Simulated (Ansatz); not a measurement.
MgTe:
```xyz
4
Lattice="4.5610 0.0000 0.0000 -2.2805 3.9500 0.0000 0.0000 0.0000 7.4113" Properties=species:S:1:pos:R:3 pbc="T T T"
Mg     2.2805     1.3167     0.0075
Mg     0.0000     2.6333     3.7132
Te     2.2805     1.3167     4.6260
Te     0.0000     2.6333     0.9204
```

PBEsol (plane waves, PAW; program Ansatz) gives a gap of 2.39 eV without spin–orbit coupling, maximum at Γ, minimum at Γ.

Q: What happens when spin–orbit coupling is switched on?

A: The gap decreases by 0.27 eV, to 2.12 eV; maximum at Γ, minimum at Γ.

Q: Give the electron effective mass with spin–orbit coupling.

A: 0.15, 0.17, 0.17 mₑ (principal values).

Space group P6_3mc (wurtzite). The cell was relaxed with PBEsol under the symmetry of its start.

Potentials: the later of the program's two PAW sets.
